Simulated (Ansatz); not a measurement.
Relaxed Ti (hcp, Mg type):

```yaml
crystal:
  lattice:
    - [2.93885, 0.00000, 0.00000]
    - [-1.46943, 2.54512, 0.00000]
    - [0.00000, 0.00000, 4.64996]
  atoms:
    - { symbol: Ti, position: [0.33333, 0.66667, 0.75000] }
    - { symbol: Ti, position: [0.66667, 0.33333, 0.25000] }
```

In this cell atom 2 (Ti, nearest neighbour Ti at 2.878 Å; its periodic images, 2.9 Å or more away, move with it) is moved by u·(1.000, 0.000, 0.000) + v·(0.000, 1.000, 0.000); the rest is frozen.

Computed with PBE (plane waves to 420 eV, PAW, scalar-relativistic; Ansatz, a quantum-chemistry and plane-wave program). k mesh 15×15×8 (Γ-centred), Fermi-Dirac smearing 0.05 eV. Stress and pressure are positive under compression. With partly filled bands, energies and forces of such displacements shift with the k mesh and the smearing. The PAW data are Ansatz's earlier set. Ti is run without spin polarisation. Ti was relaxed with its symmetry unable to fall. 

### Question
Give the computed P (GPa) at all points of the grid u = -0.430, -0.215, 0.000, 0.215, 0.430 by v = -0.430, -0.215, 0.000, 0.215, 0.430.

### Answer
P (GPa), with u across and v down:

| v \ u | -0.430 | -0.215 | 0.000 | 0.215 | 0.430 |
|---|---|---|---|---|---|
| -0.430 | -0.8 | -0.9 | -0.9 | -0.9 | -0.8 |
| -0.215 | -0.5 | -0.2 | -0.2 | -0.2 | -0.5 |
| 0.000 | -0.7 | -0.2 | 0.0 | -0.2 | -0.7 |
| 0.215 | -1.1 | -0.4 | -0.1 | -0.4 | -1.1 |
| 0.430 | -1.4 | -0.8 | -0.4 | -0.8 | -1.4 |

(A displaced cell: forces are minus the slopes of the energy, force constants its curvatures, and phonons follow from these.)
